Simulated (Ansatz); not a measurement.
# InSb3: tetragonal deformation path

The calculation used DFT PBEsol, scalar-relativistic, plane waves, PAW (Ansatz). Cutoff 420 eV, Γ-centred 12×12×12 k-points, Gaussian smearing of 0.15 eV. No spin polarisation. Energies are free energies at this smearing, counted from the undisturbed cell; pressure is positive in compression.

Reference structure (relaxed at this level; it needn't be the usual structure):

```
In Sb
1.0
     4.72824    0.00000    0.00000
     0.00000    4.72824    0.00000
     0.00000    0.00000    4.72824
In Sb
1 3
Direct
  0.00000 0.00000 0.00000
  0.50000 0.00000 0.50000
  0.00000 0.50000 0.50000
  0.50000 0.50000 0.00000
```

At fixed volume and fractional coordinates, lengths along (0.000, 0.000, 1.000) are scaled against those across it; ρ is that ratio over its starting value. The cell is metallic on the mesh throughout.

Q: Over the sampled range (0.707 to 1.414), is the undisturbed cell the lowest point?

A: No: the energy is lower at ρ = 0.707, -32.2 in ΔE (meV/atom).

The scan:

| ρ | ΔE (meV/atom) |
| --- | --- |
| 0.707 | -32.2 |
| 0.780 | -20.9 |
| 0.850 | -7.2 |
| 1.000 | 0.0 |
| 1.200 | 5.3 |
| 1.300 | 20.4 |
| 1.414 | 58.6 |

Cost: 7 runs of about 8.2 core-minutes in all, on Intel Xeon Processor @ 2.50GHz (Skylake/Cascade Lake) (shared hosts).